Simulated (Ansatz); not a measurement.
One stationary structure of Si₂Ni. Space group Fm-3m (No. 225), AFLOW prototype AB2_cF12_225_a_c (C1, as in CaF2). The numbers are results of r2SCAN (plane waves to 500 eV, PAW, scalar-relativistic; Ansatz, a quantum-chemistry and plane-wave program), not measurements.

```cif
data_Ni4Si8
_chemical_formula_sum 'Ni4 Si8'
_space_group_name_H-M_alt 'Fm-3m'
_space_group_IT_number 225
_space_group_name_Hall '-F 4 2 3'
_cell_length_a 5.38967
_cell_length_b 5.38967
_cell_length_c 5.38967
_cell_angle_alpha 90.000
_cell_angle_beta 90.000
_cell_angle_gamma 90.000
loop_
_atom_site_label
_atom_site_type_symbol
_atom_site_symmetry_multiplicity
_atom_site_Wyckoff_symbol
_atom_site_fract_x
_atom_site_fract_y
_atom_site_fract_z
_atom_site_occupancy
Ni1 Ni 4 a 0.00000 0.00000 0.00000 1
Si1 Si 8 c 0.25000 0.25000 0.25000 1
```
(The calculation used a cell of 3 atoms; values per cell refer to that cell.)

Q: Estimate the magnetic moment that r2SCAN returns for this input.

A: Zero (the starting moments vanished).

No spin polarisation in the result: the starting moments vanished. A magnetic state may lie lower.

The run could not lose the symmetry of its start; a randomly shaken copy of 3 atoms returns to this structure.

All atoms sit on sites fixed by symmetry, so only the cell could relax.
